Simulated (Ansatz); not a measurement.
The start is a generated cell, Pd built in the AFLOW prototype A_hR1_166_a (A10, as in Hg). The structure is fully relaxed (lattice and positions, P = 0) with r2SCAN (plane waves to 500 eV, PAW, scalar-relativistic; Ansatz, a program for electronic structure). First-step values are on the input's coarse k-mesh.

Ansatz input (later rounds restart from its end on a renewed k-mesh):
Ansatz 0.2 input:
```yaml
crystal:
  lattice:
    - [1.4897553, 0.8601106, 1.9141179]
    - [-1.4897553, 0.8601106, 1.9141179]
    - [0, -1.7202213, 1.9141179]
  atoms:
    - { symbol: Pd, position: [0, 0, 0] }
basis: { ecutwfc: 500, ecutrho_ratio: 4, xc_grid: 4, fft_grid_basis: typed }
kpoints: { mp_grid: { grid: [14, 14, 14] } }
hamiltonian:
  xc: r2scan
  dispersion: none
  pseudopotentials: { azcp: { folder: ./paw }, kind: paw }
scf: { occupations: { method: fermi_dirac, width: 0.05 } }
relax: { f_tol: 0.01, max_steps: 100, cell: { stress_tol: 0.02 } }
output: { forces: true, stress: true }
```

Question: How large is the pressure on the unrelaxed cell, and of which sign?

Answer: +13.1 GPa (positive: the cell is compressed).

Question: Does the structure survive the relaxation? Give the final space group.

Answer: The space group goes from R-3m (No. 166) to Fm-3m (No. 225); the end is fcc (Cu type), with 1 atom in the primitive cell.

Question: How much energy is released per atom?

Answer: 0.21 eV/atom.

Question: How does the volume per atom move from start to end?

Answer: +1.7 %, from 14.72 to 14.96 Å³/atom.

Question: How do the shortest distances between atoms change?

Answer: The closest pairs of elements (up to four, under 3.6 Å), start → end: Pd–Pd 2.57 → 2.77 Å.

Question: What band gap does the relaxed structure have at this level?

Answer: Zero (metallic).

Final values are on a 20×20×20 k-mesh of the relaxed cell. No spin polarisation in the result.

The run could not lose the symmetry of its start; a randomly shaken copy of 2 atoms returns to this structure.
